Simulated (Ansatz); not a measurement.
C (graphite type, space group P6_3/mmc)

```
C
1.0
    2.46500     0.00000     0.00000
   -1.23250     2.13475     0.00000
    0.00000     0.00000     6.73046
C
4
Direct
  0.00000   0.00000   0.25000
  0.00000   0.00000   0.75000
  0.33333   0.66667   0.25000
  0.66667   0.33333   0.75000
```

Two coordinates are scanned: the volume, and the ratio of the stretch along z (the conventional c axis) to the stretch across it. Atoms keep their fractional coordinates.

Computed with PBE-D3(BJ) (plane waves to 420 eV, PAW, scalar-relativistic; Ansatz, a program for electronic structure). k mesh 15×15×5 (Γ-centred), Fermi-Dirac smearing 0.05 eV. The energy includes the smearing's −TS. Stress and pressure are positive under compression. With partly filled bands, the response to shear is sensitive to the k mesh, so small differences along c/a are uncertain. C was relaxed with its symmetry unable to fall. ΔE is measured from the relaxed starting cell.

ΔE (kJ/mol of atoms), with V/V₀ across and (c/a)/(c/a)₀ down:

```
(c/a)/(c/a)₀ \ V/V₀  0.920  0.947  0.973  1.000  1.027  1.053  1.080
-------------------  -----  -----  -----  -----  -----  -----  -----
0.920                  0.8    1.3    2.9    5.5    9.0   13.2   18.1
0.947                  1.1    0.3    0.8    2.4    5.0    8.3   12.4
0.973                  2.8    0.7    0.1    0.6    2.1    4.6    7.8
1.000                  5.8    2.4    0.6    0.0    0.5    2.0    4.4
1.027                 10.0    5.4    2.3    0.6    0.1    0.6    2.0
1.053                 15.4    9.5    5.2    2.3    0.7    0.2    0.7
1.080                 21.8   14.7    9.1    5.1    2.3    0.8    0.4
```

P (GPa), with V/V₀ across and (c/a)/(c/a)₀ down:

| (c/a)/(c/a)₀ \ V/V₀ | 0.920 | 0.947 | 0.973 | 1.000 | 1.027 | 1.053 | 1.080 |
|---|---|---|---|---|---|---|---|
| 0.920 | 1.4 | -7.5 | -15.1 | -21.6 | -27.3 | -32.2 | -36.5 |
| 0.947 | 10.3 | 0.7 | -7.5 | -14.7 | -20.9 | -26.3 | -31.0 |
| 0.973 | 19.5 | 9.2 | 0.3 | -7.5 | -14.2 | -20.1 | -25.3 |
| 1.000 | 28.8 | 18.0 | 8.4 | 0.0 | -7.3 | -13.7 | -19.3 |
| 1.027 | 38.2 | 26.9 | 16.7 | 7.7 | -0.2 | -7.1 | -13.2 |
| 1.053 | 47.4 | 35.8 | 25.2 | 15.6 | 7.1 | -0.3 | -6.9 |
| 1.080 | 56.2 | 44.5 | 33.7 | 23.7 | 14.7 | 6.7 | -0.4 |

Key numbers:

```
Quantity                                                                                                                            Value
--------------------------------------------------------------------------------------  -------------------------------------------------
Modulus against c/a change at fixed volume, (3/4V)·∂²E/∂(ln c/a)² (fit, atoms clamped)                                            230 GPa
Lowest place on the grid                                                                  V/V₀ = 1.000, (c/a)/(c/a)₀ = 1.000 (0 meV/atom)
Highest place on the grid                                                               V/V₀ = 0.920, (c/a)/(c/a)₀ = 1.080 (226 meV/atom)
```

(A scan under strain: stresses follow from slopes of the energy per volume, elastic moduli from its curvatures.)
